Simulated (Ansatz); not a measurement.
## Be at several levels of theory

One geometry, relaxed with PBE+D3(BJ), and single points on it; plane waves with PAW potentials in Ansatz, scalar-relativistic unless the row names spin-orbit coupling. No spin polarisation. Meshes are on the primitive cell of 2 atoms. Gaps are the least over mesh and band path; pressure is positive in compression. Smearing is Gaussian, 0.10 eV. Rows that don't name D3 lack it, which shows in their pressure.

```cif
data_structure
_symmetry_space_group_name_H-M 'P6_3/mmc'
_symmetry_Int_Tables_number 194
_cell_length_a 2.2142
_cell_length_b 2.2142
_cell_length_c 3.5000
_cell_angle_alpha 90.000
_cell_angle_beta 90.000
_cell_angle_gamma 120.000
_cell_volume 14.86
loop_
_atom_site_label
_atom_site_type_symbol
_atom_site_symmetry_multiplicity
_atom_site_Wyckoff_symbol
_atom_site_fract_x
_atom_site_fract_y
_atom_site_fract_z
_atom_site_occupancy
Be1 Be 2 c 0.33333 0.66667 0.25000 1
```

```
     level cutoff (eV) k mesh gap (eV) pressure (GPa) rough cost with bands (core-min)
PBE+D3(BJ)          420  21×21×12         0             0.0                               1.6
```

Q: What do r2SCAN, LDA give on the same cell?

A:
```
 level cutoff (eV) k mesh gap (eV) pressure (GPa) rough cost with bands (core-min)
r2SCAN          500  21×21×12         0             8.5                               1.7
   LDA          420  21×21×12         0             2.1                               0.9
```